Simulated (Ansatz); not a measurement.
MgTl:
```
CELL_PARAMETERS angstrom
      3.63809     0.00000     0.00000
      0.00000     3.63809     0.00000
      0.00000     0.00000     3.63809
ATOMIC_POSITIONS crystal
  Mg 0.00000 0.00000 0.00000
  Tl 0.50000 0.50000 0.50000
```

Relaxed with r²SCAN. Special points in fractions of this cell's reciprocal vectors: Γ (0.000, 0.000, 0.000); X (0.000, 0.500, 0.000); M (0.500, 0.500, 0.000); R (0.500, 0.500, 0.500).

**Question.** List the band energies nearest the Fermi level at these points for plane-wave PAW r²SCAN (Ansatz code).

**Answer.** In eV from the Fermi level; about four levels below and three above (degenerate sets whole), none deeper than 8.9 eV; … stands for higher levels left out; points with the same levels are listed once.

```tsv
k	below	above
Γ	–	2.57 2.57 2.57
X	-7.75 -5.15	4.88 4.88 6.34
M	-5.70 -2.78 -2.78 -0.06	7.59 8.90 …
R	-3.73 -0.32 -0.32 -0.32	2.16 2.16 2.16
```

Space group Pm-3m (CsCl type). The workflow started from an entry of the Crystallography Open Database (COD). Its standing as an ambient phase is unchecked. The r²SCAN relaxation kept the symmetry of its start; whether a distortion lowers the energy is not shown. Spin–orbit coupling is left out wherever it is not named.

Potentials: the later of the program's two PAW sets.
